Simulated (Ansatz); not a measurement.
Relaxed CdS (zinc blende):

```yaml
crystal:
  lattice:
    - [0.00000, 2.93890, 2.93890]
    - [2.93890, 0.00000, 2.93890]
    - [2.93890, 2.93890, 0.00000]
  atoms:
    - { symbol: S, position: [0.75000, 0.75000, 0.75000] }
    - { symbol: Cd, position: [0.00000, 0.00000, 0.00000] }
```

In each cell atom 1 (S, nearest neighbour Cd at 2.545 Å; its periodic images, 4.2 Å or more away, move with it) moves by s·(1.000, 0.000, 0.000) (along Cartesian x), the rest being held.

All values below come from r2SCAN (plane waves to 500 eV, PAW, scalar-relativistic; Ansatz, a program for electronic structure). k mesh 8×8×8 (Γ-centred), Fermi-Dirac smearing 0.05 eV. Energies are smeared free energies. CdS was relaxed with its symmetry unable to fall. The zero of ΔE is the undisplaced structure.

```tsv
s (Å)	ΔE (meV/cell)
-0.250	withheld
-0.200	94.1
-0.150	53.3
-0.100	23.8
-0.050	6.0
0.000	0.0
0.050	6.0
0.100	23.8
0.150	53.3
0.200	94.1
0.250	withheld
```

Problem. Fit an even polynomial form (powers 2, 4) to the given rows and predict ΔE at s = -0.250.

Solution. Least squares on the 9 given rows: ΔE = (2390)·s² + (-941.9)·s⁴, in meV/cell with s in Å; root-mean-square residual 0.02 meV/cell. At -0.250 the fit gives 145.7 meV/cell; the calculation gives 145.8 meV/cell, so the extrapolation is off by -0.1 (-0.1 %). The quadratic term alone would give 149.4 meV/cell.

(A displaced cell: forces are minus the slopes of the energy, force constants its curvatures, and phonons follow from these.)
